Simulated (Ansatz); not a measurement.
Co2C in space group Pnnm (No. 58; Co on 4g, C on 2a) at seven volumes, PBEsol in the plane-wave PAW code Ansatz, shape and atoms relaxed at each. One row is withheld.

```tsv
V (Å³/atom)	P (GPa)
7.990	34.09
8.253	20.74
8.517	9.49
8.780	0.00
9.043	?
9.307	-14.55
9.570	-19.97
```

Problem. Fit the shown pressures and predict the withheld one.

Solution. Third-order Birch–Murnaghan: P = (3/2)B₀(x^(7/2) − x^(5/2))[1 + (3/4)(B′ − 4)(x − 1)] with x = (V₀/V)^(2/3). Least squares on the six rows gives V₀ = 8.781 Å³/atom, B₀ = 286.9 GPa, B′ = 4.87. At V = 9.043, x = 0.9806 and P = -7.85 GPa. The run itself gave -7.97 GPa.

The workflow started from a Materials Project entry (that database holds measured and hypothetical structures alike); the Crystallography Open Database files this formula in space group No. 58, but the cells were not matched. Its standing as an ambient phase is unchecked. The PBEsol relaxation kept the symmetry of its start; its stability against distortions is not shown here. The run is not spin-polarised.

Potentials: the later of the program's two PAW sets.
